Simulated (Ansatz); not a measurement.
Total density of states per atom from the program Ansatz at the PBEsol level (PAW), in 0.25 eV bins, energy from the Fermi level:

(E (eV), states/eV/atom): (-7.85, 0.07); (-7.60, 0.09); (-7.35, 0.11); (-7.10, 0.13); (-6.85, 0.16); (-6.60, 0.20); (-6.35, 0.34); (-6.10, 0.71); (-5.85, 0.89); (-5.60, 1.72); (-5.35, 1.92); (-5.10, 1.88); (-4.85, 1.81); (-4.60, 1.44); (-4.35, 1.22); (-4.10, 1.74); (-3.85, 1.72); (-3.60, 1.48); (-3.35, 1.76); (-3.10, 1.83); (-2.85, 1.82); (-2.60, 2.30); (-2.35, 2.48); (-2.10, 1.26); (-1.85, 1.00); (-1.60, 1.07); (-1.35, 1.25); (-1.10, 0.95); (-0.85, 0.30); (-0.60, 0.08); (-0.35, 0.06); (-0.10, 0.09); (0.15, 0.56); (0.40, 2.82); (0.65, 2.86); (0.90, 1.43); (1.15, 1.01); (1.40, 0.70); (1.65, 0.43); (1.90, 0.28); (2.15, 0.26); (2.40, 0.26); (2.65, 0.33); (2.90, 0.42); (3.15, 0.34); (3.40, 0.30); (3.65, 0.28); (3.90, 0.26); (4.15, 0.24); (4.40, 0.22); (4.65, 0.20)

Which of these materials gives this?
A. MnPt, L1₀ or tetragonal B2
B. MnPd, L1₀ or tetragonal B2
C. Mn3ZnN, anti-perovskite
D. HgPd, L1₀ or tetragonal B2

B, MnPd, L1₀ or tetragonal B2. Within 0.5 eV of the Fermi level: Mn 3d 75 %, Pd 4d 9 %, outside the projected shells 13 %. Projections are on Löwdin-orthogonalised atomic valence shells; empty p or d shells of many metals are not among them.

Space group P4/mmm (L1₀ or tetragonal B2). Its axis ratio c/a = 1.33 departs by over 6 % from that of the usual cell of this phase: another minimum, or an error of the functional. The PBEsol relaxation kept the symmetry of its start, as lowered by the spin order; whether a distortion lowers the energy is not shown. Magnetic state: antiferromagnetic, chosen from 5 collinear starts compared on coarse meshes (ties went to the first, and starts can fall back to one state), not a proven ground state. Scalar-relativistic: spin–orbit coupling is off unless named, which matters more the heavier the elements.

Potentials: the later of the program's two PAW sets.
